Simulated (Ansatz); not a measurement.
Ag$_{2}$O in space group Pn-3m (No. 224; Ag on 4c, O on 2a) at seven volumes, the program Ansatz at the PBEsol level (PAW), scaled uniformly. One row is withheld.

| V (Å³/atom) | P (GPa) |
|---|---|
| 15.810 | 10.58 |
| 16.331 | 6.38 |
| 16.853 | ? |
| 17.374 | 0.00 |
| 17.895 | -2.40 |
| 18.416 | -4.39 |
| 18.938 | -6.03 |

### Question
Fit the shown pressures and predict the withheld one.

### Answer
P = (3/2)B₀(x^(7/2) − x^(5/2))[1 + (3/4)(B′ − 4)(x − 1)] with x = (V₀/V)^(2/3). Least squares on the six rows gives V₀ = 17.374 Å³/atom, B₀ = 87.6 GPa, B′ = 5.23. At V = 16.853, x = 1.0205 and P = 2.89 GPa. The run itself gave 2.89 GPa.

The cell was relaxed with PBEsol under the symmetry of its start. At this level the phase is mechanically unstable. The run is not spin-polarised.

Potentials: the later of the program's two PAW sets.
